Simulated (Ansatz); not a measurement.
### Question
Name crystals whose computed values (DFT-PBE in the program Ansatz with PAW potentials) fall in these windows: electron conductivity mass (mₑ) 0.39 to 0.45; B₀ by P(V) fit (GPa) 200 to 300; gap (eV) 4.1 to 5.9.

### Answer


| crystal | electron conductivity mass (mₑ) | B₀ by P(V) fit (GPa) | gap (eV) |
|---|---|---|---|
| SiO2, rutile | 0.42 | 252 | 5.05 |
Others may fit too.

Not the usual ambient phase: SiO2, rutile. The cell was relaxed under the symmetry of its start.

Potentials: the earlier of the program's two PAW sets.
